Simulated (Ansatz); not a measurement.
BaGaGeH:
```xyz
4
Lattice="4.3286 0.0000 0.0000 -2.1643 3.7486 0.0000 0.0000 0.0000 5.2431" Properties=species:S:1:pos:R:3 pbc="T T T"
Ba     0.0000     2.4991     0.0136
Ga     0.0000     0.0000     2.8836
Ge     2.1643     1.2495     2.3568
H      0.0000     0.0000     4.6026
```

Relaxed with r²SCAN.

Question: Give the Bader charges and basin volumes of the independent atoms, the program Ansatz at the r²SCAN level (PAW).

Answer: 

```json
[
 {"atom": "Ba1", "Bader charge (e)": "+1.31", "Bader volume (Å³)": "26.8"},
 {"atom": "Ga2", "Bader charge (e)": "+0.27", "Bader volume (Å³)": "19.0"},
 {"atom": "Ge3", "Bader charge (e)": "-1.00", "Bader volume (Å³)": "30.8"},
 {"atom": "H4", "Bader charge (e)": "-0.58", "Bader volume (Å³)": "8.5"}
]
```

Space group P3m1. The first step of the workflow began from a Materials Project structure, measured or hypothetical; the Crystallography Open Database files this formula in space group No. 156, but the cells were not matched. Its standing as an ambient phase is unchecked. The r²SCAN relaxation kept the symmetry of its start; its stability against distortions is not shown here. Spin–orbit coupling is left out wherever it is not named.

Potentials: the later of the program's two PAW sets.
